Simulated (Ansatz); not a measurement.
Starting cell, Ca (fcc, Cu type):

```
Ca
1.0
    5.56846     0.00000     0.00000
    0.00000     5.56846     0.00000
    0.00000     0.00000     5.56846
Ca
4
Cartesian
  0.00000   0.00000   0.00000
  2.78423   2.78423   0.00000
  2.78423   0.00000   2.78423
  0.00000   2.78423   2.78423
```

In this cell atom 2 (Ca, nearest neighbour Ca at 3.937 Å; its periodic images, 5.6 Å or more away, move with it) is moved by u·(0.707, 0.707, 0.000) + v·(0.000, 0.000, 1.000); the rest is frozen.

Method: r2SCAN (plane waves to 500 eV, PAW, scalar-relativistic; Ansatz, a quantum-chemistry and plane-wave program). k mesh 7×7×7 (Γ-centred), Fermi-Dirac smearing 0.05 eV. Stress and pressure are positive under compression. Points where atoms come too close for the PAW data are left out (x in tables, blank in figures). With partly filled bands, energies and forces of such displacements shift with the k mesh and the smearing. Ca was relaxed with its symmetry unable to fall. 

| P (GPa) | u = -1.300 | u = -0.650 | u = 0.000 | u = 0.650 | u = 1.300 |
|---|---|---|---|---|---|
| v = -1.300 | x | (withheld) | (withheld) | (withheld) | x |
| v = -0.650 | 2.0 | 1.3 | 0.8 | 1.3 | 2.0 |
| v = 0.000 | x | 0.7 | 0.0 | 0.7 | x |
| v = 0.650 | 2.0 | 1.3 | 0.8 | 1.3 | 2.0 |
| v = 1.300 | x | (withheld) | (withheld) | (withheld) | x |

Q: Fill in the missing entries.

A: 
- v = -1.300, u = -0.650: 2.3
- v = -1.300, u = 0.000: 2.3
- v = -1.300, u = 0.650: 2.3
- v = 1.300, u = -0.650: 2.3
- v = 1.300, u = 0.000: 2.3
- v = 1.300, u = 0.650: 2.3

(For displaced atoms, the force is minus the slope of the energy, and its curvature is a force constant, which sets phonon frequencies.)
